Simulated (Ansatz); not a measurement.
The start is a randomly generated symmetric cell of Ta2C (space group No. 139). The structure is fully relaxed (lattice and positions, P = 0) with PBEsol (plane waves to 420 eV, PAW, scalar-relativistic; Ansatz, a program for electronic structure). First-step values are on the input's coarse k-mesh.

Ansatz input (later rounds restart from its end on a renewed k-mesh):
Ansatz 0.2 input:
```yaml
crystal:
  lattice:
    - [-2.2440542, 2.2440542, 5.7818485]
    - [2.2440542, -2.2440542, 5.7818485]
    - [2.2440542, 2.2440542, -5.7818485]
  atoms:
    - { symbol: C, position: [0.75, 0.25, 0.5] }
    - { symbol: C, position: [0.25, 0.75, 0.5] }
    - { symbol: Ta, position: [0, 0, 0] }
    - { symbol: Ta, position: [0.80674746, 0.80674746, 0] }
    - { symbol: Ta, position: [0.19325254, 0.19325254, 0] }
    - { symbol: Ta, position: [0.5, 0.5, 0] }
basis: { ecutwfc: 420, ecutrho_ratio: 4, xc_grid: 2, fft_grid_basis: typed }
kpoints: { mp_grid: { grid: [7, 7, 7] } }
hamiltonian:
  xc: pbesol
  dispersion: none
  pseudopotentials: { kind: paw }
scf: { occupations: { method: fermi_dirac, width: 0.05 } }
relax: { f_tol: 0.01, max_steps: 100, cell: { stress_tol: 0.02 } }
output: { forces: true, stress: true }
```

| Quantity | Value |
|---|---|
| Outcome | The space group goes from I4/mmm (No. 139) to P4/mmm (No. 123), with 3 atoms in the primitive cell |
| Energy released | 0.94 eV/atom |
| Volume change | -15.3 %, from 19.41 to 16.44 Å³/atom |
| Shortest distances (start → end) | The closest pairs of elements (up to four, under 3.6 Å), start → end: C–Ta 2.34 → 2.11 Å; Ta–Ta 2.23 → 2.78 Å; C–C 3.17 → 2.98 Å |
| Optimiser moves | 13 |

Relaxed structure:

```cif
data_CTa2
_chemical_formula_sum 'C1 Ta2'
_space_group_name_H-M_alt 'P4/mmm'
_space_group_IT_number 123
_space_group_name_Hall '-P 4 2'
_cell_length_a 2.97701
_cell_length_b 2.97701
_cell_length_c 5.56466
_cell_angle_alpha 90.000
_cell_angle_beta 90.000
_cell_angle_gamma 90.000
loop_
_atom_site_label
_atom_site_type_symbol
_atom_site_symmetry_multiplicity
_atom_site_Wyckoff_symbol
_atom_site_fract_x
_atom_site_fract_y
_atom_site_fract_z
_atom_site_occupancy
C1 C 1 d 0.50000 0.50000 0.50000 1
Ta1 Ta 1 a 0.00000 0.00000 0.00000 1
Ta2 Ta 1 b 0.00000 0.00000 0.50000 1
```

Final values are on a 16×16×9 k-mesh of the relaxed cell. The start holds a very short contact (Ta–Ta 2.23 Å). No spin polarisation in the result.

The run could not lose the symmetry of its start: the end is stationary, and may be a saddle point rather than a minimum.

The relaxed structure here is a generated cell of Ta2C: the first start was made by a random draw of sites in a space group, and the end was not matched to a known phase here, so it may be hypothetical. Known forms of Ta2C include space group No. 164.
